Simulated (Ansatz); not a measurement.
**Question.** Name crystals whose computed values (PBEsol (plane waves, PAW; program Ansatz)) fall in these windows: G_Hill (GPa) 41 to 53; Θ_D (K) 370 to 470.

**Answer.** 

| crystal | G_Hill (GPa) | Θ_D (K) |
|---|---|---|
| SrGa2H2, P-3m1 (Ga on 2d, H on 2d, Sr on 1a) | 46.8 | 403 |
| YF3, Pnma (Y on 4c, F on 8d, F on 4c) | 51.2 | 462 |
| AlCu3, Cu3Au type | 52.8 | 387 |
| MgCu2, cubic Laves (MgCu2 type) | 43.0 | 370 |
| MgZnO2, P3m1 (Mg on 1b, Zn on 1c, O on 1b, O on 1c) | 42.8 | 465 |
Others may fit too.

Standing as an ambient phase not checked: SrGa2H2, P-3m1 (Ga on 2d, H on 2d, Sr on 1a); YF3, Pnma (Y on 4c, F on 8d, F on 4c); AlCu3, Cu3Au type; MgCu2, cubic Laves (MgCu2 type); MgZnO2, P3m1 (Mg on 1b, Zn on 1c, O on 1b, O on 1c). Perhaps ordered models of mixed-site phases: AlCu3, Cu3Au type; MgZnO2, P3m1 (Mg on 1b, Zn on 1c, O on 1b, O on 1c). All cells were relaxed under the symmetry of their starts (and spin orders); stability against distortions was not tested throughout. Rows with no word on spin ran without spin polarisation. Scalar-relativistic: spin–orbit coupling is off unless named, which matters more the heavier the elements.

Potentials: the later of the program's two PAW sets.
